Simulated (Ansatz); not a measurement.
Data:

NbRu:
```cif
data_Nb3Ru3
_chemical_formula_sum 'Nb3 Ru3'
_space_group_name_H-M_alt 'P2/m'
_space_group_IT_number 10
_space_group_name_Hall '-P 2y'
_cell_length_a 4.58245
_cell_length_b 3.05825
_cell_length_c 6.92624
_cell_angle_alpha 90.000
_cell_angle_beta 102.802
_cell_angle_gamma 90.000
loop_
_atom_site_label
_atom_site_type_symbol
_atom_site_symmetry_multiplicity
_atom_site_Wyckoff_symbol
_atom_site_fract_x
_atom_site_fract_y
_atom_site_fract_z
_atom_site_occupancy
Nb1 Nb 2 m 0.31102 0.00000 0.67650 1
Nb2 Nb 1 a 0.00000 0.00000 0.00000 1
Ru1 Ru 1 e 0.50000 0.50000 0.00000 1
Ru2 Ru 2 n 0.20518 0.50000 0.34855 1
```

This is the r²SCAN-relaxed structure.

Question: All from DFT-r²SCAN in the program Ansatz with PAW potentials, unless another level is named. Give the formation energy from the elements (no fitted shifts).

Answer: -0.25 eV/atom.

Question: Give the density of states at the Fermi level.

Answer: 0.96 states/eV per atom (mean over ±0.08 eV).

The start of the workflow was typed in or built on a structure type; neither database checked (COD, Materials Project) lists it. COD files the formula under space group No. 123, 221. Whether it is the stable phase at ambient conditions was not checked. Symmetry was held in the r²SCAN relaxation; whether a distortion lowers the energy is not shown. The run is not spin-polarised. The references are the lowest solids computed at this level, not always the standard phases. Scalar-relativistic: spin–orbit coupling is off unless named, which matters more the heavier the elements.

Potentials: the earlier of the program's two PAW sets.
